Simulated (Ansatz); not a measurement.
## Structure relaxation, CuHgSeBr

The start is a generated cell, CuHgSeBr built in the AFLOW prototype ABCD_tP8_129_c_b_a_c (as in ZrCuSiAs). The structure is fully relaxed (lattice and positions, P = 0) with r2SCAN (plane waves to 500 eV, PAW, scalar-relativistic; Ansatz, a first-principles code). The first steps use a coarse 5×5×2 k-mesh.

Starting cell:
```
CELL_PARAMETERS angstrom
      4.38124     0.00000     0.00000
      0.00000     4.38124     0.00000
      0.00000     0.00000    11.41488
ATOMIC_POSITIONS crystal
  Cu 0.50000 0.00000 0.22460
  Cu 0.00000 0.50000 0.77540
  Hg 0.00000 0.00000 0.50000
  Hg 0.50000 0.50000 0.50000
  Se 0.00000 0.00000 0.00000
  Se 0.50000 0.50000 0.00000
  Br 0.50000 0.00000 0.67930
  Br 0.00000 0.50000 0.32070
```

Problem. What is the largest force in the starting geometry, and on which atom (counted from 1)?

Solution. About 2.0 eV/Å, on Br7, Br8 (atoms numbered as listed).

Problem. How do the shortest distances between atoms change?

Solution. The closest pairs of elements (up to four, under 3.6 Å), start → end: Cu–Se 3.37 → 2.38 Å; Br–Hg 3.00 → 3.21 Å; Hg–Hg 3.10 → 3.19 Å; Se–Se 3.10 → 3.19 Å.

Problem. Is the relaxed structure metallic? Give its gap.

Solution. Zero (metallic).

Problem. Write out the relaxed structure.

Solution. 
```cif
data_Br2Cu2Hg2Se2
_chemical_formula_sum 'Cu2 Hg2 Se2 Br2'
_space_group_name_H-M_alt 'P4/nmm :1'
_space_group_IT_number 129
_space_group_name_Hall 'P 4ab 2ab -1ab'
_cell_length_a 4.51270
_cell_length_b 4.51270
_cell_length_c 10.79352
_cell_angle_alpha 90.000
_cell_angle_beta 90.000
_cell_angle_gamma 90.000
loop_
_space_group_symop_operation_xyz
  'x, y, z'
  '-y+1/2, x+1/2, z'
  '-x, -y, z'
  'y+1/2, -x+1/2, z'
  'x+1/2, -y+1/2, -z'
  '-y, -x, -z'
  '-x+1/2, y+1/2, -z'
  'y, x, -z'
  '-x+1/2, -y+1/2, -z'
  'y, -x, -z'
  'x+1/2, y+1/2, -z'
  '-y, x, -z'
  '-x, y, z'
  'y+1/2, x+1/2, z'
  'x, -y, z'
  '-y+1/2, -x+1/2, z'
loop_
_atom_site_label
_atom_site_type_symbol
_atom_site_symmetry_multiplicity
_atom_site_Wyckoff_symbol
_atom_site_fract_x
_atom_site_fract_y
_atom_site_fract_z
_atom_site_occupancy
Cu1 Cu 2 c 0.50000 0.00000 0.07004 1
Hg1 Hg 2 b 0.50000 0.50000 0.50000 1
Se1 Se 2 a 0.00000 0.00000 0.00000 1
Br1 Br 2 c 0.00000 0.50000 0.28903 1
```

The space group stays P4/nmm (No. 129) (the run could not lower it), with 8 atoms in the primitive cell. Final values are on a 10×10×5 k-mesh of the relaxed cell. No spin polarisation in the result. No Hubbard U is applied.

The run could not lose the symmetry of its start, so the end can be a saddle point.

The relaxed structure here is a generated cell of CuHgSeBr: the first start was made by placing the elements on the sites of a structure type, and the end was not matched to a known phase here, so it may be hypothetical.
